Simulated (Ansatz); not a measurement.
## KBaYB₂O₆ — B-11 nuclear quadrupole resonance

Cell: a computed structure from the Materials Project (it need not be an observed phase), taken as it stands.

```cif
data_KBaYB2O6
_symmetry_space_group_name_H-M 'R3m:H'
_symmetry_Int_Tables_number 160
_cell_length_a 5.4740
_cell_length_b 5.4740
_cell_length_c 18.1709
_cell_angle_alpha 90.000
_cell_angle_beta 90.000
_cell_angle_gamma 120.000
loop_
_atom_site_label
_atom_site_type_symbol
_atom_site_symmetry_multiplicity
_atom_site_Wyckoff_symbol
_atom_site_fract_x
_atom_site_fract_y
_atom_site_fract_z
K K 3 a 0.0000 0.0000 0.7802
Ba Ba 3 a 0.0000 0.0000 0.2077
Y Y 3 a 0.0000 0.0000 0.0020
B4 B 3 a 0.0000 0.0000 0.4132
B5 B 3 a 0.0000 0.0000 0.5898
O6 O 9 b 0.2941 0.1470 0.4129
O9 O 9 b 0.7068 0.8534 0.5892
```

One atom of each set is listed; the run and its k-mesh use a cell of 11 atoms with edges of 6.83, 6.83, 6.83 Å.

All values are calculated (Ansatz; DFT, PBE, plane waves and PAW, scalar-relativistic, 420 eV cutoff, Γ-centred 5×5×5 k-points, Fermi–Dirac smearing 0.02 eV), not measured.

B-11: I = 3/2, Q = 40.59 mb (year-2017 value). Static lattice, zero field.

Problem. Predict the zero-field B-11 lines of each site.

Solution. For I = 3/2 there is one line, ν = (|C_Q|/2)(1 + η²/3)^½.

```json
{"site": "B4", "atoms": "1", "V_zz (10²¹ V/m²)": "2.57", "C_Q (MHz)": "2.52", "η": "0.00", "line frequencies (MHz)": "1.26"}
{"site": "B5", "atoms": "1", "V_zz (10²¹ V/m²)": "2.54", "C_Q (MHz)": "2.49", "η": "0.00", "line frequencies (MHz)": "1.25"}
```

Problem. And for ¹⁰B (I = 3, Q = 84.59 mb) on B4?

Solution. C_Q scales with Q to 5.25 MHz, with lines at 0.262, 0.787, 1.31 MHz.

An axis of threefold or higher order runs through B4 and B5, so V_zz lies along it and η is zero.
